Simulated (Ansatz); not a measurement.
ZnO:
```xyz
4
Lattice="3.2349 0.0000 0.0000 -1.6175 2.8015 0.0000 0.0000 0.0000 5.2119" Properties=species:S:1:pos:R:3 pbc="T T T"
Zn     1.6175     0.9338     0.0124
Zn     0.0000     1.8677     2.6183
O      1.6175     0.9338     3.2461
O      0.0000     1.8677     0.6401
```

Relaxed with r²SCAN. Special points in fractions of this cell's reciprocal vectors: Γ (0.000, 0.000, 0.000); M (0.500, 0.000, 0.000); K (0.333, 0.333, 0.000); A (0.000, 0.000, 0.500); L (0.500, 0.000, 0.500); H (0.333, 0.333, 0.500).

List the band energies nearest the valence-band maximum at these points for r²SCAN (plane waves, PAW; program Ansatz).

In eV from the valence-band maximum; about four levels below and three above (degenerate sets whole), none deeper than 8.9 eV; points with the same levels are listed once.

```csv
k,below,above
Γ,-0.82 -0.82 -0.10 0.00 0.00,1.24 5.89 8.83
M,-2.87 -2.33 -1.31 -0.87,6.44 7.38 8.11
K,-3.57 -3.57 -1.96 -1.96 -1.77,8.14 8.46 8.46
A,-0.40 -0.40 -0.40 -0.40,3.94 3.94 10.84 10.84
L,-1.55 -1.55 -1.41 -1.41,6.27 6.27 9.18 9.18
H,-2.74 -2.74 -1.29 -1.29,8.53 8.53 8.73 8.73
```

Space group P6_3mc (wurtzite). The r²SCAN relaxation kept the symmetry of its start.

Potentials: the later of the program's two PAW sets.
